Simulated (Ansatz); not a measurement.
SrZrO$_{3}$ (cubic perovskite)

```cif
data_O3SrZr
_chemical_formula_sum 'Sr1 Zr1 O3'
_space_group_name_H-M_alt 'Pm-3m'
_space_group_IT_number 221
_space_group_name_Hall '-P 4 2 3'
_cell_length_a 4.12994
_cell_length_b 4.12994
_cell_length_c 4.12994
_cell_angle_alpha 90.000
_cell_angle_beta 90.000
_cell_angle_gamma 90.000
loop_
_atom_site_label
_atom_site_type_symbol
_atom_site_symmetry_multiplicity
_atom_site_Wyckoff_symbol
_atom_site_fract_x
_atom_site_fract_y
_atom_site_fract_z
_atom_site_occupancy
Sr1 Sr 1 b 0.50000 0.50000 0.50000 1
Zr1 Zr 1 a 0.00000 0.00000 0.00000 1
O1 O 3 d 0.00000 0.00000 0.50000 1
```

The relaxed cell is deformed in two ways at once: its volume V is scaled, and at that volume it is stretched along z (the c axis of the conventional cell) so that c/a changes. Fractional atomic positions are held.

All values below come from PBEsol (plane waves to 420 eV, PAW, scalar-relativistic; Ansatz, an electronic-structure program). k mesh 8×8×8 (Γ-centred), Fermi-Dirac smearing 0.05 eV. Stress and pressure are positive under compression. SrZrO3 is run without spin polarisation. SrZrO3 was relaxed with its symmetry unable to fall. This is a high-temperature form of SrZrO3. 

Predict the σxx (GPa) at all points of the grid V/V₀ = 0.960, 0.980, 1.000, 1.020, 1.040 by (c/a)/(c/a)₀ = 0.960, 0.980, 1.000, 1.020, 1.040.

σxx (GPa), with V/V₀ across and (c/a)/(c/a)₀ down:

```
(c/a)/(c/a)₀ \ V/V₀  0.960  0.980  1.000  1.020  1.040
-------------------  -----  -----  -----  -----  -----
0.960                  3.3   -0.2   -3.4   -6.3   -8.8
0.980                  5.3    1.6   -1.7   -4.7   -7.4
1.000                  7.3    3.5    0.0   -3.1   -5.9
1.020                  9.5    5.4    1.8   -1.5   -4.4
1.040                 11.7    7.5    3.7    0.3   -2.8
```

(Under strain, the slope of the energy per volume gives the stress and its curvature an elastic modulus.)
